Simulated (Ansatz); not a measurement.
SrCu₂Si₂ in space group I4/mmm (No. 139; Sr on 2a, Si on 4e, Cu on 4d), plane-wave PAW PBE (Ansatz code), all energies at zero smearing, with the estimated change up to a 700 eV cutoff added, with one set of potentials and settings (totals compare only within such a set). Cell of 5 atoms (1 Sr, 2 Si, 2 Cu): -18067.998 eV.

```json
[
 {"element": "Sr", "reference phase": "C2/m, 3 atoms in the cell", "E (eV/atom)": "-3544.2201"},
 {"element": "Si", "reference phase": "Fd-3m, 2 atoms in the cell", "E (eV/atom)": "-635.8096"},
 {"element": "Cu", "reference phase": "Fm-3m, 1 atoms in the cell", "E (eV/atom)": "-6625.1757"}
]
```

Formation energy per atom, worked out: (-18067.998 − 1×(-3544.2201) − 2×(-635.8096) − 2×(-6625.1757))/5 = -0.361 eV/atom (-35 kJ per mol of atoms), at 0 K, without zero-point energy or fitted corrections.

The first step of the workflow began from a Materials Project structure, measured or hypothetical; the Crystallography Open Database files this formula in space group No. 139, but the cells were not matched. Whether it is the stable phase at ambient conditions was not checked. The cell was relaxed with PBE under the symmetry of its start; its stability against distortions is not shown here. The run is not spin-polarised. The references are the lowest solids computed at this level, not always the standard phases.

Potentials: the later of the program's two PAW sets.
